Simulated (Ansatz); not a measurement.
Checking a converged run of Ni

We look at Ni: an experimental structure (space group Fm-3m, primitive cell doubled), with 2 atoms per cell. Source: COD entry 2100652, which need not be the ambient phase.

The calculation used DFT, PBE, PAW, plane waves, scalar-relativistic in Ansatz.

```yaml
crystal:
  lattice:
    - [0.0, 1.76993333, 1.76993333]
    - [1.76993333, 0.0, 1.76993333]
    - [3.53986667, 3.53986667, 0.0]
  atoms:
    - { symbol: Ni, position: [0.0, 0.0, 0.0], spin: 2.0 }
    - { symbol: Ni, position: [0.0, 0.0, 0.5], spin: -2.0 }
magnetization:
  spin_polarized: true
hamiltonian:
  xc: pbe
  pseudopotentials: { kind: paw }
basis:
  ecutwfc: 420
kpoints:
  mp_grid: { grid: [13, 13, 7] }
scf:
  occupations: { method: fermi_dirac, width: 0.1 }
  lower_state_search: "off"
output:
  forces: true
  stress: true
```

It took 20 s on 2 threads of x86-64 server CPU, with other jobs on the host, peak memory 0.54 GiB.

The end of the output:

```
SCF converged after 19 iterations
Magnetization: 0.0000 μB (18.0000 up, 18.0000 down)
Absolute magnetization: 0.0000 μB (∫|ρ↑−ρ↓|, with the PAW one-centre terms)
Spin contamination: 0.0000 ħ² per cell (⟨S²⟩ above its minimum at these occupations)
Per-site moments (μB) at R_I (Å): [(9.5225e-6, 1.0325), (-9.5225e-6, 1.0325)]
Free energy (F): -11679.417089 eV
Harris-Foulkes:  -11679.417089 eV  (|F-HF|=1.40e-10)
Internal energy: -11679.234203 eV  (E = F + TS)
E sigma→0 (E₀):  -11679.325646 eV
Entropy (-TS):   -0.182887 eV (-91.443 meV/atom)
Fermi energy:    17.581615 eV
--- Forces (eV/Å), atoms counted from 1 ---
  atom   1  Ni     0.00000000     0.00000000     0.00000000
  atom   2  Ni    -0.00000000    -0.00000000     0.00000000
--- Stress (GPa, compression-positive) ---
       -3.961828      -0.035245      -0.027863
       -0.035245      -3.961828      -0.027863
       -0.027863      -0.027863      -4.030333
  P = ⅓ Tr σ = -3.9847 GPa (-39.847 kbar)
```

The mesh has less symmetry than the lattice, which lowers the symmetry of the run.

A small moment in a metal is sensitive to the mesh and the smearing.

Site moments are taken inside atomic spheres and don't add up to the total.

**Question.** Has the SCF ended in the lowest solution? If not, by how much is it too high?

**Answer.** No. A state 38.4 meV/atom (0.077 eV per cell) lower exists in this cell: ferromagnetic, site moments Ni1 0.66, Ni2 0.66 μB, total 1.25 μB per cell, no gap on the k-mesh. It was reached from: parallel moments, default search for lower states [Ni1 2.00, Ni2 2.00 μB]; opposed moments +-, default search for lower states [Ni1 2.00, Ni2 -2.00 μB]. The wrong state matters: the pressure is -3.2 GPa there against -4.0 GPa here. This multiple of the primitive cell fits some opposed orders; other multiples fit others. “Lowest” means lowest among the runs made in this cell.
